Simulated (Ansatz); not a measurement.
Ansatz (an electronic-structure program) input:

Ansatz 0.2 input:
```yaml
crystal:
  lattice:
    - [4.0576657749, 0.0, 0.0]
    - [0.0, 4.0576657749, 0.0]
    - [0.0, 0.0, 3.9344267055]
  atoms:
    - { symbol: Ta, position: [0.5, 0.5, 0.5180317121] }
    - { symbol: Ge, position: [0.0, 0.0, 0.198348229] }
    - { symbol: O, position: [0.0, 0.5, 0.4833127273] }
    - { symbol: O, position: [0.5, 0.0, 0.4833127273] }
    - { symbol: O, position: [0.5, 0.5, 0.0071946041] }
kpoints:
  mp_grid: { grid: [10, 10, 10] }
hamiltonian:
  xc: pbesol
  pseudopotentials: { kind: paw }
scf:
  occupations: { method: fermi_dirac, width: 0.1 }
phonons:
  method: dfpt
  response_accuracy: low
  eigenvectors: true
  rigid_motions: translations
```

Output (shortened):

```
Pseudopotential: Ta, paw, valence charge 13
Pseudopotential: Ge, paw, valence charge 14
Pseudopotential: O, paw, valence charge 6
Functional definition: PBEsol
Crystal: 5 atoms, lattice volume = 64.779 Å³
Basis set: ecut = 420 eV, 1261 PW (Γ), exchange–correlation on 60×60×54 points (8 copies of the dense FFT grid, shifted against one another)
Bands: 28, of which v1, the nominal top of the filled ones, is band 23 counted from 1 (22 counted from 0)
Symmetry: 8 space group operations
k-points: 216 of 1000 (irreducible under 4 space group operations, time reversal used)
SCF iter   1: F=—  HF=-15744.388235 eV  |F-HF|=—  |Δ(HF+E_count)|=         —  Δρ=2.00e-2  dr2=2.85e-1  ethr=1.77e-3  ⟨swp⟩=5.6  Hψ=26707  notcnv=0
preconditioner: auto → Kerker (q_TF=auto, 2.568 Å⁻¹)
SCF iter   2: F=—  HF=-15744.329160 eV  |F-HF|=—  |Δ(HF+E_count)|=   5.91e-2  Δρ=3.98e-3  dr2=1.26e-2  ethr=6.34e-4  ⟨swp⟩=2.2  Hψ=10635  notcnv=0
SCF iter   3: F=—  HF=-15744.327173 eV  |F-HF|=—  |Δ(HF+E_count)|=   1.99e-3  Δρ=2.00e-3  dr2=4.15e-3  ethr=2.80e-5  ⟨swp⟩=1.9  Hψ=7637  notcnv=0
SCF iter   4: F=—  HF=-15744.326552 eV  |F-HF|=—  |Δ(HF+E_count)|=   6.21e-4  Δρ=8.57e-4  dr2=7.71e-4  ethr=9.22e-6  ⟨swp⟩=1.2  Hψ=6087  notcnv=0
SCF iter   5: F=—  HF=-15744.326426 eV  |F-HF|=—  |Δ(HF+E_count)|=   1.25e-4  Δρ=2.63e-4  dr2=4.01e-5  ethr=1.71e-6  ⟨swp⟩=2.3  Hψ=9422  notcnv=0
SCF iter   6: F=—  HF=-15744.326415 eV  |F-HF|=—  |Δ(HF+E_count)|=   1.16e-5  Δρ=5.21e-5  dr2=1.52e-6  ethr=8.92e-8  ⟨swp⟩=2.0  Hψ=9997  notcnv=0
SCF iter   7: F=—  HF=-15744.326414 eV  |F-HF|=—  |Δ(HF+E_count)|=   8.86e-7  Δρ=2.53e-5  dr2=3.96e-7  ethr=3.37e-9  ⟨swp⟩=2.0  Hψ=10059  notcnv=0
SCF iter   8: F=—  HF=-15744.326414 eV  |F-HF|=—  |Δ(HF+E_count)|=   4.49e-8  Δρ=8.64e-6  dr2=6.89e-8  ethr=8.79e-10  ⟨swp⟩=2.0  Hψ=9979  notcnv=0
SCF iter  12: F=-15744.326414 eV  HF=-15744.326414 eV  |F-HF|=3.64e-12  |Δ(HF+E_count)|=  1.46e-11  Δρ=7.47e-8  dr2=3.43e-12  ethr=1.00e-12  ⟨swp⟩=6.0  Hψ=26687  notcnv=0
the search or the solves at the SCF's close seem to have found levels that the self-consistency loop had missed (the run counts 1) …
SCF 1 converged in 12 iterations: F = -15744.326414 eV  dr2 = 3.43e-12
DFPT response loops at Γ: preconditioner auto → Kerker (q_TF=auto, 2.568 Å⁻¹) (partly filled bands, converged f_vac=0.010) …
SCF converged after 12 iterations
Free energy (F): -15744.326414 eV
Harris-Foulkes:  -15744.326414 eV  (|F-HF|=3.64e-12)
Internal energy: -15744.266917 eV  (E = F + TS)
E sigma→0 (E₀):  -15744.296665 eV
Entropy (-TS):   -0.059497 eV (-11.899 meV/atom)
Fermi energy:    12.060534 eV
--- Per-component energies (eV) ---
  E_band       = -332.209998
  E_kinetic    = 997.428517
  E_local      = -4081.254518  (includes V_loc(G=0)·N_el)
  E_nonlocal   = 575.804212
  E_hartree    = 1622.410268
  E_xc         = -508.990492
  E_vxc        = -546.724782  (∫ρ·V_xc dr)
  E_paw        = -10701.570925  (= ΣΔE_a)
  E_vpaw       = -522.291618  (= ΣTr[D̂ρ^β])
  E_aug_tail   = 0.007687  (compensation charges beyond the density's cutoff)
  E_ewald      = -3649.339112
  E_core_change = 1.237446  (= ΣΔE_core)
  E_smearing   = -0.059497  (= −TS)
  E_closure    = 0.000000  (closes the sum)
  Σ components = -15744.326414   (vs F -15744.326414, Δ=0.00e0)
  [band-id]    e_kinetic+e_local+e_nonlocal+2·e_hartree+e_vxc+e_vpaw+e_augmentation_tail = -332.209965   (vs E_band -332.209998, Δ=3.27e-5)
--- Band table (eV; the first three rows and the last of 216) ---
  k-point 0: bands = ["-57.8373", "-24.4738", "-24.4532", "-24.4532", "-14.4688", "-14.4514", "-14.3865", "-14.3865", "-14.3665", "-9.4295", "-8.4493", "-8.0351", "3.3667", "4.6477", "4.6477", "6.4448", "6.8775", "6.8775", "7.1169", "7.7149", "7.7149", …
  k-point 1: bands = ["-57.8372", "-24.4850", "-24.4527", "-24.4527", "-14.4687", "-14.4514", "-14.3867", "-14.3867", "-14.3661", "-9.4042", "-8.4474", "-7.9474", "3.2894", "4.6564", "4.6564", "6.3780", "6.8502", "6.8502", "7.0795", "7.5631", "7.5631", …
  k-point 2: bands = ["-57.8371", "-24.5138", "-24.4515", "-24.4515", "-14.4684", "-14.4513", "-14.3871", "-14.3871", "-14.3648", "-9.3455", "-8.4422", "-7.6968", "3.0983", "4.6806", "4.6806", "5.7964", "6.7287", "6.7287", "6.9842", "7.3005", "7.3005", …
  k-point 215: bands = ["-57.8361", "-24.5801", "-24.5315", "-24.5315", "-14.4545", "-14.4445", "-14.3962", "-14.3962", "-14.3569", "-7.7964", "-7.7964", "-6.8095", "0.9321", "3.0228", "3.5049", "3.5259", "3.7254", "3.7254", "6.2039", "7.5627", "8.4579", …
--- Phonons (Γ-DFPT): 9 representative perturbations + reference, on 216 of 1000 k-points (Σ response iterations 27) ---
  ASR residual: 5.258e-4 → 0.000e0 eV/Å²; symmetrization residual: 9.090e-5 eV/Å²
  ASR residual per site (eV/Å²): 5.26e-4 1.13e-4 2.88e-4 2.88e-4 1.62e-4
  Γ frequencies (cm⁻¹): -96.75 -96.75 0.00 0.00 0.00 131.66 183.07 183.07 263.65 263.65 264.16 288.23 532.29 532.29 603.34
  non-analytic LO–TO correction: not included (Born effective charges unavailable; polar crystals: no LO–TO splitting at Γ)
```

Cost: very roughly 5 core-minutes on shared cores.

Space group P4mm. The start of the workflow was typed in or built on a structure type; neither database checked (COD, Materials Project) lists it. Its standing as an ambient phase is unchecked. The PBEsol relaxation kept the symmetry of its start. At this level the phase is dynamically unstable (imaginary phonons). The run is not spin-polarised. With an odd number of electrons in the cell and no spin polarisation, the count alone makes it a metal. As this level gives no gap, phonon frequencies hold no LO–TO term and depend on the k-mesh and smearing (Fermi–Dirac, 0.1 eV here). Scalar-relativistic: spin–orbit coupling is off unless named, which matters more the heavier the elements.

Potentials: the later of the program's two PAW sets.

Ansatz is a plane-wave DFT program.
